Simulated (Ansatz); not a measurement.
BeS:
```yaml
crystal:
  lattice:
    - [2.92556, 0.00000, 0.00000]
    - [0.00000, 2.92556, 0.00000]
    - [0.00000, 0.00000, 2.92556]
  atoms:
    - { symbol: Be, position: [0.00000, 0.00000, 0.00000] }
    - { symbol: S, position: [0.50000, 0.50000, 0.50000] }
```

Relaxed with PBE. Special points in fractions of this cell's reciprocal vectors: Γ (0.000, 0.000, 0.000); X (0.000, 0.500, 0.000); M (0.500, 0.500, 0.000); R (0.500, 0.500, 0.500).

Q: List the band energies nearest the Fermi level at these points for PBE (plane waves, PAW; program Ansatz).

A: In eV from the Fermi level; about four levels below and three above (degenerate sets whole), none deeper than 8.9 eV; … stands for higher levels left out; points with the same levels are listed once.

```json
[
 {"k": "Γ", "below": "-1.55 -1.55 -1.55", "above": "1.89 5.14 5.14"},
 {"k": "X", "below": "-8.55", "above": "0.20 0.20 3.72"},
 {"k": "M", "below": "-6.76 -6.76 -1.59", "above": "1.20 7.93 7.93"},
 {"k": "R", "below": "-4.34 -4.34 -4.34 -0.41 -0.41 -0.41", "above": "…"}
]
```

Space group Pm-3m (CsCl type). The cell is a constructed one: a structure type filled with these elements; neither database checked (COD, Materials Project) lists it. COD files the formula under space group No. 216, so this cell is another polymorph or a model. Whether it is the stable phase at ambient conditions was not checked. Symmetry was held in the PBE relaxation. At this level the phase is dynamically unstable (imaginary phonons).

Potentials: the later of the program's two PAW sets.
